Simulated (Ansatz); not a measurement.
Data:

WO$_{3}$:
```cif
data_O6W2
_chemical_formula_sum 'W2 O6'
_space_group_name_H-M_alt 'P 1'
_space_group_IT_number 1
_cell_length_a 5.31456
_cell_length_b 5.31456
_cell_length_c 3.93479
_cell_angle_alpha 90.000
_cell_angle_beta 90.000
_cell_angle_gamma 90.000
loop_
_space_group_symop_operation_xyz
  'x, y, z'
loop_
_atom_site_label
_atom_site_type_symbol
_atom_site_fract_x
_atom_site_fract_y
_atom_site_fract_z
_atom_site_occupancy
W1 W 0.50000 0.00000 0.93523 1
W2 W 0.00000 0.50000 0.06477 1
O1 O 0.50000 0.00000 0.48959 1
O2 O 0.00000 0.50000 0.51041 1
O3 O 0.25000 0.25000 0.00000 1
O4 O 0.25000 0.75000 0.00000 1
O5 O 0.75000 0.75000 0.00000 1
O6 O 0.75000 0.25000 0.00000 1
```

This is the PBEsol-relaxed structure.

### Question
All from PBEsol (plane waves, PAW; program Ansatz), unless another level is named. Give the Born charges (a third of the trace).

### Answer
W +10.20, O -3.84 to -2.52 e.

### Question
Predict the electronic dielectric constant ε∞ (DFPT).

### Answer
7.76 (xx = yy), 4.80 (zz).

Space group P4/nmm. The workflow started from a Materials Project entry (that database holds measured and hypothetical structures alike); the Crystallography Open Database files this formula in space group No. 129, but the cells were not matched. Its standing as an ambient phase is unchecked. Symmetry was held in the PBEsol relaxation. At this level the phase is dynamically unstable (imaginary phonons). The run is not spin-polarised. No Hubbard U is applied. Spin–orbit coupling is left out wherever it is not named.

Potentials: the earlier of the program's two PAW sets. The files were generated under PBE; for other functionals the program regenerates the frozen cores, and for LDA and PBEsol the local potential too.
